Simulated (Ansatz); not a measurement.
The elements of this relaxed trial crystal are hidden behind letters.

```
lattice vectors (Å)
   4.3102    0.0000    0.0000
   0.0000    4.3102    0.0000
   0.0000    0.0000    4.3102
fractional positions
X 0.5000 0.0000 0.0000
X 0.0000 0.5000 0.0000
X 0.0000 0.0000 0.5000
X 0.5000 0.5000 0.5000
Z 0.0000 0.5000 0.5000
Z 0.5000 0.0000 0.5000
Z 0.5000 0.5000 0.0000
```

These are results of DFT PBE, scalar-relativistic, plane waves, PAW (Ansatz), not measurements. The final run on the 7-atom cell used 420 eV, a Γ-centred 10×10×10 mesh, 0.10 eV smearing and no spin polarisation.

| Property | Result |
| --- | --- |
| Space group | Pm-3m (No. 221) |
| Conventional cell | a = 4.310 Å |
| Volume per atom | 11.44 Å³ |
| Density | 4.72 g/cm³ |
| Energy over the elements | −0.70 eV/atom |
| Gap on the 10×10×10 mesh of the 7-atom cell | 0 eV (a metal) |

Energies are uncorrected and count from the elements' standard states at the same level.

Question: X is a d-block element of period 4 and Z is a p-block element of period 2. Which elements are they?

Answer: X = Ti, Z = C, so the formula is Ti4C3. Density times volume gives a mean mass of 4.72 × 11.44/1.6605 = 32.5 u per atom, and this set has 32.5 u. Ti on a site of symmetry 4/mmm is surrounded by 4 C at 2.16 Å; Ti on a site of symmetry m-3m is surrounded by 6 C at 2.16 Å; C has 6 Ti at 2.16 Å. Other sets within the hints have nearly the same mass, so mass alone doesn't settle it; this one was computed.

A structure relaxed within its symmetry needn't be a true minimum.
